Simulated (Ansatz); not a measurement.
Values for one crystal, relaxed and computed with DFT-r²SCAN in the program Ansatz with PAW potentials; other levels are named.

Volume per atom: 17.21 Å³
Band gap: 7.60 eV (direct)
Conduction-band minimum: at Γ
HSE06 gap on the r²SCAN cell: 8.85 eV
Valence-band maximum: at Γ
Electron effective mass with spin–orbit coupling: 0.51 mₑ (isotropic)
Pressure derivative B′: 5.6

Q: Pick the material that matches.
A. LuF3, P-3c1 (Lu on 6f, F on 2a, F on 4d, F on 12g)
B. KRb2RhF6, Fm-3m (K on 4b, Rb on 8c, Rh on 4a, F on 24e)
C. Rb2NaYF6, Fm-3m (Rb on 8c, Na on 4b, Y on 4a, F on 24e)
D. NaCl, rock salt

A: C, Rb2NaYF6, Fm-3m (Rb on 8c, Na on 4b, Y on 4a, F on 24e)

The workflow started from a Materials Project entry (that database holds measured and hypothetical structures alike); the Crystallography Open Database files this formula in space group No. 225, but the cells were not matched. Whether it is the stable phase at ambient conditions was not checked. The r²SCAN relaxation kept the symmetry of its start; whether a distortion lowers the energy is not shown. The run is not spin-polarised. Spin–orbit coupling is left out wherever it is not named.

Potentials: the later of the program's two PAW sets.
